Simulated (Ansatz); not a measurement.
Computed properties of Ta

Ta:
```cif
data_Ta
_chemical_formula_sum 'Ta1'
_space_group_name_H-M_alt 'P 1'
_space_group_IT_number 1
_cell_length_a 2.97507
_cell_length_b 2.97507
_cell_length_c 2.97507
_cell_angle_alpha 60.000
_cell_angle_beta 60.000
_cell_angle_gamma 60.000
loop_
_space_group_symop_operation_xyz
  'x, y, z'
loop_
_atom_site_label
_atom_site_type_symbol
_atom_site_fract_x
_atom_site_fract_y
_atom_site_fract_z
_atom_site_occupancy
Ta1 Ta 0.00000 0.00000 0.00000 1
```

Space group Fm-3m (No. 225), fcc (Cu type); conventional cell a = b = c = 4.207 Å, α = β = γ = 90.00°.

Method: r²SCAN (plane waves, PAW; program Ansatz). Structure relaxed to zero pressure with the same functional. Other levels are named where they apply.

Cell and energy:

```yaml
volume_per_atom: 18.62 Å³
density: 16.14 g/cm³
```

Electronic structure:

```yaml
electronic_character: metallic (no gap)
Density of states at the Fermi level: 1.1 states/eV per atom (mean over ±0.08 eV)
Gap with spin–orbit coupling: none (metallic)
```

Mechanics:

```yaml
Bulk modulus (Birch–Murnaghan fit): 1990 kbar
Pressure derivative B′: 3.7
Elastic constants (relaxed ions, GPa): C11 = 117, C12 = 240, C44 = 73.9
mechanical_stability: unstable (C has a negative eigenvalue)
```

A made-up cell: these elements were put on the sites of a structure type; the Crystallography Open Database files this formula in space group No. 225, but the cells were not matched. It is not the phase usual at ambient conditions (space group No. 229). Symmetry was held in the r²SCAN relaxation. The run is not spin-polarised. As this level gives no gap, shear constants depend on the k-mesh and smearing (Fermi–Dirac, 0.1 eV here). Spin–orbit coupling is left out wherever it is not named.

Potentials: the later of the program's two PAW sets.
